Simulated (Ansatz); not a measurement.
Ansatz (a program for electronic structure) input:

Ansatz 0.2 input:
```yaml
crystal:
  lattice:
    - [0.0, 3.2506196655, 3.2506196655]
    - [3.2506196655, 0.0, 3.2506196655]
    - [3.2506196655, 3.2506196655, 0.0]
  atoms:
    - { symbol: Na, position: [0.25, 0.25, 0.25] }
    - { symbol: Na, position: [0.75, 0.75, 0.75] }
    - { symbol: S, position: [0.0, 0.0, 0.0] }
kpoints:
  mp_grid: { grid: [6, 6, 6] }
hamiltonian:
  xc: hse06
  pseudopotentials: { kind: paw }
scf:
  n_extra_bands: 6
  occupations: { method: fixed }
output:
  eigenvalues: true
  eigenstates:
    e_range: [-9.0, 11.6]
    kpoints:
      - [0.0, 0.0, 0.0]  # VBM
      - [0.0, 0.0, 0.0]  # CBM
      - [0.0, 0.0, 0.0]  # GAMMA
      - [0.5, 0.0, 0.5]  # X
      - [0.5, 0.5, 0.5]  # L
      - [0.5, 0.25, 0.75]  # W
      - [0.375, 0.375, 0.75]  # K
      - [0.625, 0.25, 0.625]  # U
```

Output (shortened):

```
Pseudopotential: Na, paw, valence charge 9
Pseudopotential: S, paw, valence charge 6
Functional definition: HSE06
davidson cushion auto → on  (no smearing: the cushion is to keep the highest requested band from converging to the state above it …
Crystal: 3 atoms, lattice volume = 68.696 Å³
Basis set: ecut = 420 eV, 1363 PW (Γ)
Bands: 18, of which v1, the nominal top of the filled ones, is band 12 counted from 1 (11 counted from 0)
Symmetry: 48 space group operations
Space group: Fm-3m (ITA 225), of the structure as read, at distance tolerance 4.1e-5 Å
k-points: 16 of 216
SCF iter   1: F=—  HF=-3878.135284 eV  |F-HF|=—  |Δ(HF+E_count)|=         —  Δρ=1.23e-3  dr2=2.27e-3  ethr=1.77e-3  ⟨swp⟩=10.1  Hψ=1424  notcnv=0
preconditioner: auto → none
iter 2 solved again at ethr=4.91e-7 eV; its pass at ethr=9.46e-6 eV (dr2=1.18e-4 eV) is discarded
SCF iter   2: F=-3878.134806 eV  HF=-3878.134884 eV  |F-HF|=7.84e-5  |Δ(HF+E_count)|=   4.00e-4  Δρ=3.60e-4  dr2=1.18e-4  ethr=4.91e-7  ⟨swp⟩=2.9  Hψ=1542  notcnv=0  defer=1
SCF 1 stopped early in 2 iterations: F = -3878.134806 eV  dr2 = 1.18e-4
Crystal: 3 atoms, lattice volume = 68.696 Å³
Exchange kernel: α = 0.2500, screened, ω = 0.2079 Å⁻¹, Wigner–Seitz truncation, v(0) = 1046.9027 eV·Å³, q-mesh 6×6×6, nearest image of the exchange supercell L …
Frozen-core exchange: fock
SCF iter   1: F=—  HF=-3879.139729 eV  |F-HF|=—  |Δ(HF+E_count)|=         —  Δρ=5.18e-3  dr2=1.13e-2  ethr=4.91e-6  ⟨swp⟩=6.5  Hψ=1344  notcnv=0
preconditioner: auto → none
SCF iter   2: F=—  HF=-3879.133652 eV  |F-HF|=—  |Δ(HF+E_count)|=   6.08e-3  Δρ=1.24e-3  dr2=1.07e-3  ethr=4.91e-6  ⟨swp⟩=3.1  Hψ=917  notcnv=0
SCF iter   3: F=—  HF=-3879.136911 eV  |F-HF|=—  |Δ(HF+E_count)|=   3.26e-3  Δρ=7.14e-4  dr2=2.84e-4  ethr=2.97e-6  ⟨swp⟩=3.0  Hψ=791  notcnv=0
SCF iter   4: F=—  HF=-3879.136826 eV  |F-HF|=—  |Δ(HF+E_count)|=   8.51e-5  Δρ=1.49e-4  dr2=1.50e-5  ethr=1.13e-6  ⟨swp⟩=3.0  Hψ=729  notcnv=0
SCF iter   5: F=-3879.136844 eV  HF=-3879.136845 eV  |F-HF|=6.46e-7  |Δ(HF+E_count)|=   1.84e-5  Δρ=2.71e-5  dr2=1.54e-6  ethr=5.31e-8  ⟨swp⟩=3.2  Hψ=797  notcnv=0  defer=1
SCF 2 stopped early in 5 iterations: F = -3879.136844 eV  dr2 = 1.54e-6
hybrid outer 1: dexx = +3.380e-3 eV, tail = 1.25e-5 eV
Crystal: 3 atoms, lattice volume = 68.696 Å³
Exchange kernel: α = 0.2500, screened, ω = 0.2079 Å⁻¹, Wigner–Seitz truncation, v(0) = 1046.9027 eV·Å³, q-mesh 6×6×6, nearest image of the exchange supercell L …
Frozen-core exchange: fock
SCF iter   1: F=—  HF=-3879.136720 eV  |F-HF|=—  |Δ(HF+E_count)|=         —  Δρ=5.20e-5  dr2=1.02e-6  ethr=2.60e-7  ⟨swp⟩=2.2  Hψ=643  notcnv=0
preconditioner: auto → none
iter 2 solved again at ethr=5.15e-11 eV; its pass at ethr=3.32e-9 eV (dr2=1.23e-8 eV) is discarded
SCF iter   2: F=-3879.136720 eV  HF=-3879.136720 eV  |F-HF|=9.52e-9  |Δ(HF+E_count)|=   3.38e-7  Δρ=6.88e-6  dr2=3.86e-8  ethr=5.15e-11  ⟨swp⟩=2.7  Hψ=1579  notcnv=0
SCF 3 converged in 2 iterations: F = -3879.136720 eV  dr2 = 3.86e-8
hybrid outer 2: dexx = +1.223e-7 eV, tail = 1.07e-7 eV, Δε = 3.17e-3 eV (about 4.31e-4 eV left of the loop's levels)
NSCF: frozen V_eff on 8 k-points
hybrid SCF converged: 2 outer / 7 inner (+2 warm-up), last move |dexx| = 1.22e-7 eV, tail = 1.07e-7 eV
Stability not checked (fock_operator)
Free energy (F): -3879.136720 eV
Frozen-core exchange: fock
Harris-Foulkes:  -3879.136720 eV  (|F-HF|=9.52e-9)
Internal energy: -3879.136720 eV  (E = F + TS)
E sigma→0 (E₀):  -3879.136720 eV
Fermi energy:    1.422377 eV
--- Per-component energies (eV) ---
  E_band       = -502.217802
  E_kinetic    = 350.541401
  E_local      = -2811.816884  (includes V_loc(G=0)·N_el)
  E_nonlocal   = 259.006268
  E_hartree    = 1019.982652
  E_xc         = -142.142000
  E_vxc        = -151.943760  (∫ρ·V_xc dr)
  E_exx        = -97.350015  (= α·E_x^exact, valence–valence)
  E_paw        = -1064.509898  (= ΣΔE_a)
  E_vpaw       = 6.734862  (= ΣTr[D̂ρ^β])
  E_aug_tail   = -0.000038  (compensation charges beyond the density's cutoff)
  E_ewald      = -1392.687033
  E_core_change = -0.161173  (= ΣΔE_core)
  E_smearing   =  0.000000  (= −TS)
  E_closure    =  0.000000  (closes the sum)
  Σ components = -3879.136720   (vs F -3879.136720, Δ=-9.09e-13)
  [band-id]    e_kinetic+e_local+e_nonlocal+2·e_hartree+e_vxc+2·e_exx+e_vpaw+e_augmentation_tail = -502.212877   (vs E_band -502.217802, Δ=4.92e-3)
--- Band table (eV; the first three rows and the last of 16) ---
  k-point 0: bands = ["-52.8350", "-52.8228", "-23.0300", "-23.0300", "-23.0300", "-22.9767", "-22.9767", "-22.9767", "-9.7914", "1.4224", "1.4224", "1.4224", "4.9646", "10.3998", "10.3998", "10.3998", "12.0294", "12.0294"]
  k-point 1: bands = ["-52.8341", "-52.8236", "-23.0280", "-23.0267", "-23.0267", "-22.9823", "-22.9805", "-22.9805", "-9.7234", "0.8255", "1.3836", "1.3836", "5.7395", "10.0392", "10.4938", "10.4938", "11.5609", "11.5609"]
  k-point 2: bands = ["-52.8319", "-52.8257", "-23.0218", "-23.0176", "-23.0176", "-22.9955", "-22.9908", "-22.9908", "-9.5823", "-0.0208", "1.3093", "1.3093", "6.9125", "9.3955", "9.9903", "9.9903", "12.5074", "12.5074"]
  k-point 15: bands = ["-52.8298", "-52.8277", "-23.0549", "-23.0455", "-23.0242", "-22.9876", "-22.9676", "-22.9643", "-9.4194", "0.0616", "0.5973", "0.8195", "6.8958", "9.2933", "10.5230", "10.6561", "12.9815", "14.0192"]
```

Cost: very roughly 100 core-seconds on shared cores.

The points marked VBM and CBM come from a semilocal run.

The PBEsol relaxation kept the symmetry of its start.

Potentials: the later of the program's two PAW sets.

Ansatz is a plane-wave DFT program.
